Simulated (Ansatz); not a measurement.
Level of theory: DFT PBE, scalar-relativistic, plane waves, PAW, and for the lanthanide a 4f-in-core norm-conserving potential, in Ansatz. All cells share a 690 eV cutoff and Γ-centred k meshes spaced about 0.3 Å⁻¹ or finer (0.25 for metals, 2π included). No spin polarisation.

These are static total energies at zero pressure.

Compare these two cells of KTmI4, each relaxed at this level.

A. Space group R3m (No. 160), trigonal, a = 12.097 Å, c = 10.165 Å. K has 1 I at 3.42 Å, 3 I at 3.64 Å and 1 Tm at 3.89 Å; Tm is surrounded by 4 I at 2.84–2.85 Å and 1 K at 3.89 Å; I on a site of symmetry m has 1 Tm at 2.84 Å and 1 K at 3.64 Å; I on a site of symmetry 3m is surrounded by 1 Tm at 2.85 Å and 1 K at 3.42 Å.

B. Space group P2/m (No. 10), monoclinic, a = 7.531 Å, b = 4.545 Å, c = 8.298 Å, β = 93.1°. K has 4 I at 3.46 Å, 2 I at 3.82 Å and 2 K at 4.55 Å; around Tm lie 6 I at 2.95–3.06 Å; around I on its first site lie 2 Tm at 3.06 Å and 1 K at 3.82 Å; I on its second site is surrounded by 1 Tm at 2.95 Å and 2 K at 3.46 Å.

**Question.** Which form is favoured at zero pressure, and by what margin per atom?

**Answer.** B is lower, by 108 meV/atom. A has space group R3m (No. 160), 71.6 Å³/atom and a gap of 3.85 eV on its mesh; B has K and Tm ordered on rutile sites, space group P2/m (No. 10), 47.3 Å³/atom and a gap of 2.59 eV. Counting I atoms around K and Tm (those within 1.25 times the shortest such distance or 1.15 times the sum of covalent radii, 1.27 where that leaves under three; a plus sign parts nearer from farther groups), A has K 4, Tm 4 and B has K 4+2, Tm 6. Both come from trial cells of a structure search.

No dispersion correction is applied, so the spacing and binding between layers, chains or molecules are poorly described (R3m), and this can change margins and order among such cells. These runs have no spin–orbit coupling, which can matter for I. Kohn–Sham gaps at this level usually fall short of measured ones. The missing spin–orbit coupling can work the other way here. With atoms moved at random, B came back. A had no clear such test and can be a saddle point.

The lanthanide is trivalent by construction, without f bands, f moments or other valences.
